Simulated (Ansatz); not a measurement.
The cell of CsBe3Ag is invented: random cell by space group and Wyckoff sites (P4/mmm, No. 123). The dimensions are guesses.

```
Cs Be Ag
1.0
     4.03667    0.00000    0.00000
     0.00000    4.03667    0.00000
     0.00000    0.00000    6.34394
Cs Be Ag
1 3 1
Cartesian
  0.0000 0.0000 0.0000
  0.0000 2.0183 3.1720
  2.0183 0.0000 3.1720
  2.0183 2.0183 3.1720
  0.0000 0.0000 3.1720
```

Computed with DFT PBE, scalar-relativistic, plane waves, PAW in Ansatz. Cutoff 420 eV, Gaussian smearing, Γ-centred meshes. Cell and atoms relax first on a coarse mesh and then on a finer one. In between, the cell is made exact in the group found at 0.06 Å. In metals the finer mesh still leaves noise of several meV/atom or more. The steps can't lower the symmetry of their start. No spin polarisation.

A guess keeps its type if space group and coordination stay and the shape of the cell changes little (axis ratios within about 15 %, angles within 6°); the volume may change.

**Question.** Does this structure survive the relaxation?

**Answer.** It keeps its type. The symmetry stays P4/mmm (No. 123). The volume per atom grows by 32.3 %, from 20.7 to 27.3 Å³. The shortest distance goes from 2.02 Å (Be–Ag and Be–Be) to 2.22 Å (Be–Ag and Be–Be). The ratio c/a of the conventional cell changes by a factor of 1.00. Counting neighbours within 15 % of an atom's shortest distance, the start has Ag 4, Be 4, Cs 2 and the end Ag 4, Be 4, Cs 2.

The last run used an 8×8×6 mesh (in the run's order of axes) for its 5-atom cell and Gaussian smearing of 0.10 eV. Symmetry constrained the relaxation, so the result can be a saddle point.
